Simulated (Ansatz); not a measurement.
Here is the system:

MoPt:
```
CELL_PARAMETERS angstrom
      4.45334     0.00000     0.00000
      0.00000     2.71847     0.00000
      0.00000     0.00000     4.91484
ATOMIC_POSITIONS crystal
  Mo 0.25000 0.00000 0.16353
  Mo 0.75000 0.00000 0.83647
  Pt 0.25000 0.50000 0.66421
  Pt 0.75000 0.50000 0.33579
```

This is the PBEsol-relaxed structure. Tensor components refer to the Cartesian frame of this cell.

Q: All from plane-wave PAW PBEsol (Ansatz code), unless another level is named. Predict the bulk modulus (Birch–Murnaghan fit).

A: 304 GPa.

Q: Predict the elastic constants (relaxed ions, GPa).

A: C11 = 595, C22 = 559, C33 = 525, C12 = 165, C13 = 183, C23 = 182, C44 = 142, C55 = 138, C66 = 133.

Space group Pmma. The first step of the workflow began from a Materials Project structure, measured or hypothetical; the Crystallography Open Database copy checked does not list it. With Mo and Pt taken as one species the cell has the higher symmetry P6_3/mmc, so it may be an ordered model of a mixed-site phase. Whether it is the stable phase at ambient conditions was not checked. The cell was relaxed with PBEsol under the symmetry of its start; its stability against distortions is not shown here. No spin polarisation was allowed. As this level gives no gap, shear constants depend on the k-mesh and smearing (Fermi–Dirac, 0.1 eV here). On the denser mesh and wider smearing of the elastic run this cell carries a stress of 0.4 GPa. Spin–orbit coupling is left out wherever it is not named.

Potentials: the later of the program's two PAW sets.
